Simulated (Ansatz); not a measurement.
ZnCu₂SnS₄ in space group I-42m (No. 121; Zn on 2a, Cu on 4d, Sn on 2b, S on 8i), r²SCAN in the plane-wave PAW code Ansatz. The conduction-band minimum lies at Γ, with 1 equivalent valley. Second derivatives d²E/dk² of the lowest band at one valley (eV·Å²), along Cartesian directions:

```tsv
direction	d²E/dk²
[100]	82.65
[010]	82.65
[001]	70.17
[110]	82.62
[101]	76.39
[011]	76.39
```

Q: Find the principal effective masses, the density-of-states mass and the conductivity mass.

A: Off-diagonal terms follow from H_xy = H[110] − (H_xx + H_yy)/2, and m*/mₑ = 7.620 eV·Å² over each eigenvalue: 0.092, 0.092, 0.11. One valley's DOS mass (m₁m₂m₃)^(1/3) = 0.097, conductivity mass 3/(Σ 1/mᵢ) = 0.097 mₑ.

Q: What effective density of states Nc follows at 300 K for parabolic valleys?

A: Nc = 2.509e19 × 1 × (0.097)^(3/2) ≈ 7.6e17 cm⁻³.

The first step of the workflow began from a Materials Project structure, measured or hypothetical; the Crystallography Open Database copy checked does not list it. It is not the phase usual at ambient conditions (space group No. 82). The cell was relaxed with r²SCAN under the symmetry of its start; its stability against distortions is not shown here. No spin polarisation was allowed. Scalar-relativistic: spin–orbit coupling is off unless named, which matters more the heavier the elements.

Potentials: the later of the program's two PAW sets.

Edges and masses are those of Kohn–Sham bands, whose gap is no quasiparticle gap.
